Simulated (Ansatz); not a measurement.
SnSeS in space group P3m1 (No. 156; Sn on 1b, Se on 1a, S on 1c) at seven volumes, LDA in the plane-wave PAW code Ansatz, shape and atoms relaxed at each. One row is withheld.

```tsv
V (Å³/atom)	P (GPa)
21.031	4.66
21.724	2.62
22.417	?
23.111	0.00
23.804	-0.71
24.497	-1.14
25.191	-1.34
```

Task: Fit the shown pressures and predict the withheld one.

Result: Third-order Birch–Murnaghan: P = (3/2)B₀(x^(7/2) − x^(5/2))[1 + (3/4)(B′ − 4)(x − 1)] with x = (V₀/V)^(2/3). Least squares on the six rows gives V₀ = 23.119 Å³/atom, B₀ = 28.92 GPa, B′ = 12.46. At V = 22.417, x = 1.0208 and P = 1.07 GPa. The run itself gave 1.09 GPa.

The workflow started from a Materials Project entry (that database holds measured and hypothetical structures alike); the Crystallography Open Database copy checked does not list it. With Se and S taken as one species the cell has the higher symmetry P-3m1, so it may be an ordered model of a mixed-site phase. Whether it is the stable phase at ambient conditions was not checked. The cell was relaxed with LDA under the symmetry of its start; its stability against distortions is not shown here. A crystal of weakly bound layers computed without a dispersion correction: the cell and the soft elastic constants depend strongly on that. Scalar-relativistic: spin–orbit coupling is off unless named, which matters more the heavier the elements.

Potentials: the later of the program's two PAW sets.
